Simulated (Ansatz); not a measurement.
**Nd (dhcp)**

Level of theory: DFT, PBEsol, scalar-relativistic, collinear spin; plane waves to 420 eV with PAW datasets (Ansatz 0.2.0), 14×14×4 k-mesh, Gaussian smearing of 0.05 eV; PAW files: Ansatz's generated set soft_2.

```
Nd
1.0
     3.39302    0.00000    0.00000
    -1.69651    2.93844    0.00000
     0.00000    0.00000   10.91483
Nd
4
Direct
  0.00000 0.00000 0.00000
  0.00000 0.00000 0.50000
  0.33333 0.66667 0.25000
  0.66667 0.33333 0.75000
```

Magnetic state: ferromagnetic, site spin moments Nd 3.57, 3.54 μB.

At this volume the pressure is -0.04 GPa.

Path: Γ–M–K–Γ–A–L–H–A | L–M | H–K, with Γ = (0.000, 0.000, 0.000), M = (0.500, 0.000, 0.000), K = (0.333, 0.333, 0.000), A = (0.000, 0.000, 0.500), L = (0.500, 0.000, 0.500), H = (0.333, 0.333, 0.500) in reciprocal vectors of the calculation's cell.

Levels between -5 and 2 eV from the Fermi level at the path's named points:
```tsv
point	spin	below E_F (eV)	above E_F (eV)
Γ	up	-3.85 -2.34 -2.25 -2.22 -0.35 -0.28 -0.28 -0.24 -0.22 -0.22 -0.20 -0.12 -0.11 -0.11 -0.08 -0.02	0.02 0.02 0.04 0.04 0.06 0.06 0.10 0.11 0.12 0.12 0.12 0.25 0.25 0.36 0.36 0.46 1.46 1.46 1.53 1.53 1.72 1.77 1.94
Γ	down	-3.00 -1.44 -1.38 -1.33	1.04 1.27 1.33 1.41 1.47 1.66 1.79 1.83 1.83 1.86 1.86 1.90 1.90
M	up	-2.59 -2.45 -2.15 -1.55 -1.11 -0.72 -0.67 -0.43 -0.34 -0.33 -0.30 -0.29 -0.29 -0.28 -0.24 -0.24 -0.18 -0.13 -0.03	0.12 0.13 0.16 0.31 0.32 0.33 0.38 0.39 0.40 0.41 0.41 0.50 0.57 0.59 0.65 0.79 1.36 1.40
M	down	-1.90 -1.72 -1.24 -0.73 -0.13	0.33 0.38 1.09 1.57 1.60
K	up	-1.44 -1.44 -1.18 -1.01 -1.01 -0.47 -0.44 -0.44 -0.41 -0.33 -0.33 -0.28 -0.28 -0.24 -0.17 -0.09 -0.06 -0.06	0.12 0.15 0.15 0.29 0.29 0.29 0.44 0.46 0.46 0.51 0.51 0.55 0.55 0.55 0.59 0.68 0.74 0.74 1.80 1.88 1.88 1.94
K	down	-0.69 -0.69 -0.19	0.02 0.02 1.07 1.14 1.14 1.49 1.69 1.69 1.72
A	up	-3.23 -3.23 -2.21 -2.21 -0.30 -0.30 -0.26 -0.26 -0.26 -0.26 -0.20 -0.20 -0.06 -0.06 -0.06 -0.06	0.01 0.01 0.10 0.10 0.10 0.10 0.10 0.10 0.12 0.12 0.24 0.24 0.24 0.24 0.36 0.36 1.72 1.72 1.72 1.72 1.75 1.75
A	down	-2.38 -2.38 -1.31 -1.31	1.16 1.16 1.39 1.39 1.68 1.68 1.84 1.84 1.84 1.84 1.96 1.96 1.97 1.97 1.97 1.97
L	up	-2.26 -2.26 -1.86 -1.86 -1.56 -1.56 -0.37 -0.37 -0.34 -0.34 -0.33 -0.33 -0.30 -0.30 -0.23 -0.23 -0.16 -0.16 0.00 0.00	0.18 0.18 0.33 0.33 0.38 0.38 0.39 0.39 0.40 0.40 0.51 0.51 0.61 0.61 1.22 1.22
L	down	-1.55 -1.55 -1.02 -1.02 -0.66 -0.66	1.22 1.22 1.70 1.70
H	up	-1.68 -1.68 -0.76 -0.76 -0.52 -0.52 -0.47 -0.47 -0.44 -0.44 -0.35 -0.35 -0.32 -0.32 -0.19 -0.19 -0.12 -0.12 -0.05 -0.05	0.25 0.25 0.36 0.36 0.49 0.49 0.52 0.52 0.52 0.52 0.65 0.65 0.66 0.66 0.72 0.72 1.86 1.86 1.86 1.86
H	down	-0.92 -0.92	0.30 0.30 0.60 0.60 0.88 0.88 1.66 1.66 1.69 1.69
```

Task: By these bands, is it a metal or an insulator, and if it has a gap, where are the band edges on this path?

Result: A metal: bands cross the Fermi level.

Without a U the open 4f shell is pinned at the Fermi level, an artefact: in the real crystal it splits into occupied and empty levels away from it, and its large orbital moment is missing here. Spin–orbit coupling, which matters for such heavy elements, is left out. The run wasn't fully tested for a lower electronic state. Site moments are of spin, integrated over atomic spheres.

A lower state of the open shells can't be excluded, and forces and pressures are less sure for it.
